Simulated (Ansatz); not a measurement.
A geometry of Al₂Au away from equilibrium: the start of the relaxation of a generated cell, Al2Au placed in the AFLOW prototype A2B_oC12_63_2c_c (C49, as in ZrSi2). All values below come from PBEsol (plane waves to 420 eV, PAW, scalar-relativistic; Ansatz, a quantum-chemistry and plane-wave program). Γ-centred k-mesh 9×9×9 on the run's cell (coarser than for final values), Fermi–Dirac smearing 0.05 eV.

```xyz
6
Lattice="1.8594 -7.3378 0.0000 1.8594 7.3378 0.0000 0.0000 0.0000 3.6589" Properties=species:S:1:pos:R:3 pbc="T T T"
Al     1.8594    -6.4426     0.9147
Al     1.8594     6.4426     2.7442
Al     1.8594     3.6689     0.9147
Al     1.8594    -3.6689     2.7442
Au     1.8594    -1.5263     0.9147
Au     1.8594     1.5263     2.7442
```

Task: Which atoms carry the largest force, and which way does it point?

Result: 1.15 eV/Å, on Al1, Al2 (atoms numbered as listed); on Al1 its components are (0.00, 1.15, 0.00).

Task: What is the pressure?

Result: +4.1 GPa, compression positive.

Task: How far above the relaxed end point is this geometry?

Result: 0.18 eV/atom; the path ends in Cmcm (No. 63).

No spin polarisation in the result.

The run could not lose the symmetry of its start: the end is stationary, and may be a saddle point rather than a minimum.

The end of the path is a generated cell of Al2Au: the first start was made by placing the elements on the sites of a structure type, and the end was not matched to a known phase here, so it may be hypothetical.
